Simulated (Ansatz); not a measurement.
# MnHg: frozen-core PAW against all-electron methods

```xyz
2
Lattice="3.2323 0.0000 0.0000 0.0000 3.2323 0.0000 0.0000 0.0000 3.2568" Properties=species:S:1:pos:R:3 pbc="T T T"
Mn    1.6161    1.6161    1.6284
Hg    0.0000    0.0000    0.0000
```

Atom numbers follow the list: Mn1, Hg2.

The cell is COD entry 1522568, as deposited and not checked against the literature; nothing was relaxed. The listed cell was then made from it by scaling, straining or moving an atom.

Other magnetic orders may lie lower; this is the state that the run reached.

Spin–orbit coupling is left out, though it moves levels of the heavy atoms by tenths of an eV or more.

Methods: DFT, PBE, PAW with Ansatz's default frozen-core files, scalar-relativistic (Ansatz 0.2.0); DFT, PBE, all-electron PAW with datasets made for the crystal, scalar-relativistic (Ansatz 0.2.0); DFT, PBE, all-electron LAPW, scalar-relativistic (Ansatz 0.2.0).

For PAW: a Γ-centred 10×10×10 k mesh, Fermi–Dirac smearing of 0.05 eV, cutoff 420 eV, spin-polarised from start moments Mn1 4 μB. The crystal-made all-electron datasets (AE datasets) take a cutoff of 260 eV at this cell. LAPW targets a basis error of 0.5 meV/atom. The Ansatz runs share mesh, smearing and spin set-up. Plane-wave (PAW) pressures include the program's estimate of the Pulay term.

Stress and pressure are positive in compression.

The change that made this cell: volume scaled by 0.95.

```csv
quantity,PAW,AE datasets,LAPW
pressure (GPa),6.79,6.80,6.80
stress xx (GPa),6.81,6.83,6.83
stress zz (GPa),6.73,6.75,6.75
moment of the cell (μB),3.773,3.774,3.774
```
